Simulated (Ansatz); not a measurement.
KI:
```
KI
1.0
    0.00000     3.50320     3.50320
    3.50320     0.00000     3.50320
    3.50320     3.50320     0.00000
K I
1 1
Direct
  0.00000   0.00000   0.00000
  0.50000   0.50000   0.50000
```

Relaxed with PBEsol.

Q: Give the optical modes at the zone centre with their infrared activity from DFPT, PBEsol in the plane-wave PAW code Ansatz.

A: Transverse frequencies, without the LO–TO term; a row sums one degenerate level.

```tsv
ω (cm⁻¹)	degeneracy	IR ((D/Å)²/amu)	activity	symmetry
99	3	2.98	IR	T1u
```

Q: How high does the top mode go among those that the LO–TO term moves?

A: 135 cm⁻¹ for q along x.

Space group Fm-3m (rock salt). The PBEsol relaxation kept the symmetry of its start; of distortions, only those at the zone centre were tested. Spin–orbit coupling is left out wherever it is not named.

Potentials: the later of the program's two PAW sets.
